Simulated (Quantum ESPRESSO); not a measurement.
Si3PC3B, a curve over one atom's position

A calculation, not a measurement. The program is pw.x of Quantum ESPRESSO 7.5 (plane-wave density functional theory). The cell is made up: 8 atoms on a wurtzite lattice, with randomly drawn elements, strain and displacements, not relaxed. PseudoDojo standard norm-conserving files (v0.5 for PBE, v0.4.1 for LDA and PBEsol) set the functional; there is no spin polarisation, spin-orbit coupling or dispersion term, and the masses in the input are unused placeholders.

Seven runs move atom 2 (P, counted in the order of the input) along z and keep all else fixed.

Input of the run at -0.0219:

```
&control calculation='scf', pseudo_dir='./dojo.nc.sr.pbe.v0_5.standard.upf', outdir='./o', disk_io='medium', tprnfor=.true., tstress=.true. /
&system ibrav=0, nat=8, ntyp=4, nbnd=22, ecutwfc=82.02448710, nosym=.true., tot_charge=0,
 occupations='smearing', smearing='fd', degauss=0.0018374661
/
&electrons conv_thr=7.350e-09, electron_maxstep=60, /
ATOMIC_SPECIES
B 1.0 B.upf
C 1.0 C.upf
P 1.0 P.upf
Si 1.0 Si.upf
CELL_PARAMETERS angstrom
3.0841 -0.0304 0.0022
-0.0527 5.2268 0.0113
0.0036 0.0106 5.0276
ATOMIC_POSITIONS angstrom
Si 0.0261 0.0501 0.0059
P 1.5203 2.5689 -0.0646
Si 1.5089 0.8435 2.5621
Si -0.145 3.4219 2.4455
C 0.0209 -0.0241 1.8167
C 1.5762 2.6511 2.0056
C 1.5308 0.8852 4.461
B 0.0162 3.4141 4.4564
K_POINTS automatic
6 4 4 1 1 1
```

| shift of atom 2 along z (Å) | free energy less that of the input shown (eV) | Fx on atom 2 (eV/Å) | Fy on atom 2 (eV/Å) | Fz on atom 2 (eV/Å) | pressure (GPa) | next band up at Gamma (eV) | iterations |
| --- | --- | --- | --- | --- | --- | --- | --- |
| -0.1036 | 0.2615 | 1.077 | 0.014 | 3.699 | 20.93 | 1.115 | 11 |
| -0.0457 | 0.0671 | 1.025 | 0.051 | 2.988 | 20.28 | 1.232 | 11 |
| -0.0219 | 0.0000 | 1.001 | 0.070 | 2.647 | 20.03 | 1.278 | 12 |
| +0.0284 | -0.1133 | 0.947 | 0.119 | 1.836 | 19.56 | 1.368 | 12 |
| +0.0579 | -0.1597 | 0.913 | 0.151 | 1.303 | 19.32 | 1.405 | 12 |
| +0.1205 | -0.2023 | 0.836 | 0.230 | 0.024 | 18.96 | 1.379 | 12 |
| +0.1409 | -0.1981 | 0.809 | 0.259 | -0.438 | 18.89 | 1.343 | 11 |

A cubic fit gives dFz/dz = -15.94 eV/Å² at zero shift. Across the table the free energy follows the integral of the force to within 0.1 meV. A rerun of one of the cells at 1347 eV and a 8 x 6 x 6 mesh moved values by no more than 0.005 eV in energy, 0.16 GPa in stress and 0.009 eV/Å in force. The band column is the level of band 17 at Gamma less that of band 16, whose number is half the electron count, rounded up; it comes from a band step after each run.